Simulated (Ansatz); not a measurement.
BeS:
Space group Pnma (No. 62); a = 5.9205 Å, b = 3.4854 Å, c = 5.9694 Å, α = β = γ = 90.00°

| atom | site | symmetry | x | y | z |
|---|---|---|---|---|---|
| Be | 4c | .m. | 0.1452 | 0.2500 | 0.9052 |
| S | 4c | .m. | 0.2176 | 0.7500 | 0.0849 |

Relaxed with r²SCAN+D4.

**Question.** Tabulate the valence density and the electron localisation function along the shortest Be–S contact (2.08 Å), r²SCAN+D4 in the plane-wave PAW code Ansatz.

**Answer.** 

```tsv
distance from Be (Å)	density (e/Å³)	ELF
0.21	0.09	0.00
0.31	0.14	0.01
0.42	0.20	0.13
0.52	0.27	0.43
0.62	0.33	0.72
0.73	0.40	0.86
0.83	0.48	0.91
0.93	0.57	0.93
1.04	0.70	0.93
1.14	0.85	0.93
1.25	1.03	0.93
1.35	1.19	0.91
1.45	1.28	0.87
1.56	1.24	0.76
1.66	1.04	0.53
1.77	0.70	0.22
1.87	0.34	0.03
```

The density is the valence pseudo-density with augmentation charge, so density and ELF within about 1 Å of a nucleus are not all-electron values.

The start of the workflow was typed in or built on a structure type; neither database checked (COD, Materials Project) lists it. COD files the formula under space group No. 216, so this cell is another polymorph or a model. Whether it is the stable phase at ambient conditions was not checked. Symmetry was held in the r²SCAN+D4 relaxation; whether a distortion lowers the energy is not shown. The volume moved by 24 % from the start of the relaxation.

Potentials: the later of the program's two PAW sets.
